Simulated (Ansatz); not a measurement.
**Rh: clamped-ion strain scan**

The calculation used DFT PBEsol, scalar-relativistic, plane waves, PAW in Ansatz. The runs took a 420 eV cutoff, a Γ-centred 18×18×12 mesh and Gaussian smearing (0.15 eV). No spin polarisation. Energies are free energies at this smearing, counted from the undisturbed cell; pressure is positive in compression.

The undisturbed cell (as given, not relaxed at this level; it stands at -13.7 GPa; this form isn't the usual structure):

```yaml
crystal:
  lattice:
    - [2.73098, 0.00000, 0.00000]
    - [-1.36549, 2.36510, 0.00000]
    - [0.00000, 0.00000, 4.42849]
  atoms:
    - { symbol: Rh, position: [0.66667, 0.33333, 0.75000] }
    - { symbol: Rh, position: [0.33333, 0.66667, 0.25000] }
```

The cell is strained by ε times the Voigt pattern (0, 0, 0, 0, 0, 1) (xx, yy, zz, yz, xz, xy; engineering shear) with fractional coordinates fixed. The cell is metallic on the mesh throughout. At -14 GPa the given cell is far from its own equilibrium, so these figures belong to a strongly strained crystal.

| ε | ΔE (meV/atom) |
| --- | --- |
| -0.0400 | 9.0 |
| -0.0200 | 2.2 |
| 0.0000 | 0.0 |
| 0.0050 | 0.1 |
| 0.0100 | 0.6 |
| 0.0150 | 1.3 |
| 0.0250 | 3.5 |
| 0.0300 | 5.0 |
| 0.0350 | 6.9 |

Task: Predict the stress summed along the pattern (GPa, tension positive) at each point.

Result:
```tsv
ε	stress summed along the pattern (GPa, tension positive)
-0.0400	-5.28
-0.0200	-2.64
0.0000	0.00
0.0050	0.66
0.0100	1.32
0.0150	1.98
0.0250	3.30
0.0300	3.96
0.0350	4.62
```